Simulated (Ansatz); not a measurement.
Sn:
```yaml
crystal:
  lattice:
    - [0.00000, 3.32822, 3.32822]
    - [3.32822, 0.00000, 3.32822]
    - [3.32822, 3.32822, 0.00000]
  atoms:
    - { symbol: Sn, position: [0.50000, 0.50000, 0.50000] }
    - { symbol: Sn, position: [0.75000, 0.75000, 0.75000] }
```

Relaxed with PBE. Special points in fractions of this cell's reciprocal vectors: Γ (0.000, 0.000, 0.000); X (0.500, 0.000, 0.500); U (0.625, 0.250, 0.625); K (0.375, 0.375, 0.750); L (0.500, 0.500, 0.500); W (0.500, 0.250, 0.750).

### Question
List the band energies nearest the Fermi level at these points for the program Ansatz at the PBE level (PAW).

### Answer
In eV from the Fermi level; about four levels below and three above (degenerate sets whole), none deeper than 8.9 eV; points with the same levels are listed once.

```json
[
 {"k": "Γ", "below": "-1.12", "above": "0.12 0.12 0.12"},
 {"k": "X", "below": "-7.23 -7.23 -2.19 -2.19", "above": "0.94 0.94 7.28 7.28"},
 {"k": "U", "below": "-7.62 -6.78 -3.00 -1.86", "above": "1.17 3.28 5.48"},
 {"k": "L", "below": "-6.00 -0.97 -0.97 -0.11", "above": "3.23 3.23 5.72"},
 {"k": "W", "below": "-7.19 -7.19 -2.70 -2.70", "above": "3.23 3.23 4.04 4.04"}
]
```

Space group Fd-3m (diamond). This is a known low-temperature phase of the composition, computed here at zero pressure and temperature. Symmetry was held in the PBE relaxation; its stability against distortions is not shown here. Scalar-relativistic: spin–orbit coupling is off unless named, which matters more the heavier the elements.

Potentials: the earlier of the program's two PAW sets.
